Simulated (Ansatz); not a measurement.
ZnS:
```yaml
crystal:
  lattice:
    - [3.80610, 0.00000, 0.00000]
    - [-1.90305, 3.29618, 0.00000]
    - [0.00000, 0.00000, 6.24474]
  atoms:
    - { symbol: Zn, position: [0.66667, 0.33333, 0.99975] }
    - { symbol: Zn, position: [0.33333, 0.66667, 0.49975] }
    - { symbol: S, position: [0.66667, 0.33333, 0.62545] }
    - { symbol: S, position: [0.33333, 0.66667, 0.12545] }
```

Relaxed with r²SCAN.

Q: Give the Bader charges and basin volumes of the independent atoms, plane-wave PAW r²SCAN (Ansatz code).

A: 

| atom | Bader charge (e) | Bader volume (Å³) |
|---|---|---|
| Zn1 | +0.97 | 13.1 |
| S3 | -0.97 | 26.1 |

Space group P6_3mc (wurtzite). The r²SCAN relaxation kept the symmetry of its start.

Potentials: the later of the program's two PAW sets.
